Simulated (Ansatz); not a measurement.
**Cd: strain energy, fitted**

Cd, P6_3/mmc, a = 2.944 Å, c = 5.610 Å. Ansatz: PBEsol, PAW, 420 eV, Γ-centred 24×24×10 mesh on 2 atoms, Gaussian smearing 0.10 eV; no spin polarisation. Series: strain along c alone, the other axes held, atoms fixed by symmetry; x is the strain in per cent. y is the free energy over the unstrained cell, V0 = 21.058 Å³/atom.

| x (%) | y (meV/atom) |
| --- | --- |
| -6.0 | ? |
| -4.0 | 6.08 |
| -2.0 | 1.13 |
| 0.0 | 0.00 |
| 2.0 | 2.32 |
| 4.0 | 7.34 |
| 6.0 | 14.50 |

**Question.** Fit y = c2 x² + c3 x³ to the other rows, turn c2 into a modulus, and predict the missing energy.

**Answer.** Least squares on the rows shown. y = 0.3983 x² + 0.002279 x³. In eV per unit strain² c2 is 3.983; this is C33 with relaxed ions (E = ½ C33 V0 ε²): 2 × 3.983 × 160.2 / (21.058) = 61 GPa. The unstrained cell keeps some stress along the strain, worth a slope of 0.33 meV/atom per %, which the form leaves out. With a term in x⁴ added, the coefficient of x² becomes 0.4768, 20 % more, which shows how far this figure hangs on the form. At x = -6.0 the fit asked for gives 13.85 meV/atom. The run gave 14.35 meV/atom, so the fit is 0.50 meV/atom too low, within the rms miss on the fitted rows (0.55 meV/atom).